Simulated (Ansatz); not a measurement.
RuC:
```
RuC
1.0
    2.65937     0.00000     0.00000
    0.00000     2.65937     0.00000
    0.00000     0.00000     2.65937
Ru C
1 1
Direct
  0.00000   0.00000   0.00000
  0.50000   0.50000   0.50000
```

Relaxed with PBE. Special points in fractions of this cell's reciprocal vectors: Γ (0.000, 0.000, 0.000); X (0.000, 0.500, 0.000); M (0.500, 0.500, 0.000); R (0.500, 0.500, 0.500).

### Question
List the band energies nearest the Fermi level at these points for the program Ansatz at the PBE with spin–orbit coupling level (PAW).

### Answer
In eV from the Fermi level; about four levels below and three above (degenerate sets whole), none deeper than 8.9 eV; points with the same levels are listed once.

```csv
k,below,above
Γ,-0.12 -0.12 -0.12 -0.12,0.07 0.07 0.13 0.13
X,-4.14 -4.14 -4.05 -4.05,0.26 0.26 1.76 1.76
M,-1.95 -1.95 -1.83 -1.83,1.45 1.45 1.48 1.48
R,-8.34 -8.34 -7.87 -7.87,1.85 1.85 1.85 1.85
```

Space group Pm-3m (CsCl type). A made-up cell: these elements were put on the sites of a structure type; neither database checked (COD, Materials Project) lists it. Its standing as an ambient phase is unchecked. The cell was relaxed with PBE under the symmetry of its start; whether a distortion lowers the energy is not shown. No spin polarisation was allowed.

Potentials: the earlier of the program's two PAW sets.
